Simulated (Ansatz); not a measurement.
The calculation used DFT PBE, scalar-relativistic, plane waves, PAW in Ansatz 0.2.0. Settings: cutoff 420 eV, Γ-centred meshes spaced at most about 0.3 Å⁻¹, and about 0.25 Å⁻¹ or finer for metals (2π included), Gaussian smearing. No spin polarisation in the final relaxations.

Temperature and zero-point effects are left out.

Two relaxed structures of ZnCd4S:

A.

```
CELL_PARAMETERS angstrom
4.45127 0.00000 0.00000
0.00000 4.45127 0.00000
0.00000 0.00000 7.17334
ATOMIC_POSITIONS crystal
Zn 0.00000 0.00000 0.00000
Cd 0.50000 0.00000 0.76812
Cd 0.00000 0.50000 0.23188
Cd 0.50000 0.00000 0.23188
Cd 0.00000 0.50000 0.76812
S 0.50000 0.50000 0.50000
```

B.

```
CELL_PARAMETERS angstrom
5.85792 0.00000 0.00000
-2.92896 5.07311 0.00000
0.00000 0.00000 4.77172
ATOMIC_POSITIONS crystal
Zn 0.33333 0.66667 0.00000
Cd 0.66667 0.33333 0.00000
Cd 0.00521 0.50260 0.50000
Cd 0.49740 0.50260 0.50000
Cd 0.49740 0.99479 0.50000
S 0.00000 0.00000 0.00000
```

Question: Which is lower in energy, and by how much?

Answer: A is lower, by 0.31 eV/atom. A has space group P4/mmm (No. 123), 23.7 Å³/atom and no gap on its mesh; B has space group P-6m2 (No. 187), 23.6 Å³/atom and no gap. Counting Cd or Zn atoms around S (for each partner element, those within 1.25 times its shortest distance or 1.15 times the sum of covalent radii, where it is the nearest in units of that sum or under 1.3; the shortest distance is added where it exceeds 1.18 times the sum of covalent radii), A has S 8 from 2.9 Å and B has S 15 from 3.4 Å. In A, Zn has 8 Cd at 2.78 Å; Cd is surrounded by 2 Zn at 2.78 Å, 2 S at 2.94 Å and 5 Cd at 3.15–3.33 Å; S is surrounded by 8 Cd at 2.94 Å. In B, Zn has 6 Cd at 2.91 Å, 3 S at 3.38 Å and 3 Cd at 3.38 Å; Cd on a site of symmetry -6m2 is surrounded by 6 Cd at 2.94 Å, 3 S at 3.38 Å and 3 Zn at 3.38 Å; S is surrounded by 3 Cd at 3.38 Å, 3 Zn at 3.38 Å and 12 Cd at 3.78 Å; 1 more site not described. Both come from invented guesses.

A magnetic state wasn't ruled out in cells without spin, among them P-6m2. Cells relaxed within their symmetry can be saddle points.
